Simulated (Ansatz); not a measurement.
Al2Au (MoSi2 or CaC2 type), relaxed with PBEsol (Ansatz, a quantum-chemistry and plane-wave program, plane waves, PAW): a = 3.6157 Å, b = 3.6157 Å, c = 7.6656 Å, α = 90.00°, β = 90.00°, γ = 90.00°.

```
Item                  Result
--------------------  ------
ΔH_f (eV/atom)         -0.21
B₀ by P(V) fit (GPa)     101
```

Task: The same phase is relaxed and computed with r²SCAN in the same code. What are the cell and these values now?

Result: a = 3.6372 Å, b = 3.6372 Å, c = 7.6556 Å, α = 90.00°, β = 90.00°, γ = 90.00°.

ΔH_f (eV/atom): -0.18
B₀ by P(V) fit (GPa): 95.7

Constructed cells (a structure type filled with these elements, in neither database checked): Al2Au, MoSi2 or CaC2 type. All cells were relaxed under the symmetry of their starts (and spin orders); stability against distortions was not tested throughout. Scalar-relativistic: spin–orbit coupling is off unless named, which matters more the heavier the elements.

Potentials: the later of the program's two PAW sets.

Ansatz is a plane-wave DFT program.

Formation energies count from the lowest solids of the elements computed at the same level, not from gases.
